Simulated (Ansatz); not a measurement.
The end of the path is a generated cell of Cu2AgPS4: the first start was made by placing the elements on the sites of a structure type, and the end was not matched to a known phase here, so it may be hypothetical.

A geometry of Cu2AgPS4 away from equilibrium: the start of the relaxation of a generated cell, Cu2AgPS4 placed in the AFLOW prototype A2BC4D_tI16_121_d_a_i_b (H2_6, as in FeCu2SnS4). These are PBE (plane waves to 420 eV, PAW, scalar-relativistic; Ansatz, an electronic-structure program) values and carry that method's errors. Γ-centred k-mesh 6×6×6 on the run's cell (coarser than for final values), Fermi–Dirac smearing 0.05 eV.

```xyz
8
Lattice="-2.6742 2.6742 5.2530 2.6742 -2.6742 5.2530 2.6742 2.6742 -5.2530" Properties=species:S:1:pos:R:3 pbc="T T T"
Cu     2.6742     0.0000     2.6265
Cu     0.0000     2.6742     2.6265
Ag     0.0000     0.0000     0.0000
S      1.3639    -1.3639     6.6398
S      1.3104     1.3104    -1.3868
S      1.3639     1.3639     3.8662
S     -1.3639     1.3639     6.6398
P      0.0000     0.0000     5.2530
```

Problem. Predict the force on each atom, in eV/Å.

Solution. 
| atom | Fx | Fy | Fz |
|---|---|---|---|
| Cu1 | 0.00 | 0.00 | 0.00 |
| Cu2 | 0.00 | 0.00 | 0.00 |
| Ag3 | 0.00 | 0.00 | 0.00 |
| S4 | -1.61 | 1.61 | 0.09 |
| S5 | 1.61 | 1.61 | -0.09 |
| S6 | -1.61 | -1.61 | -0.09 |
| S7 | 1.61 | -1.61 | 0.09 |
| P8 | 0.00 | 0.00 | 0.00 |

Problem. What is the pressure?

Solution. +3.0 GPa, compression positive.

Problem. How much energy per atom can still be gained by relaxing?

Solution. 0.21 eV/atom; the path ends in I-42m (No. 121) (AFLOW prototype A2BC4D_tI16_121_d_a_i_b (H2_6, as in FeCu2SnS4)).

No spin polarisation in the result.

The run could not lose the symmetry of its start: the end is stationary, and may be a saddle point rather than a minimum.
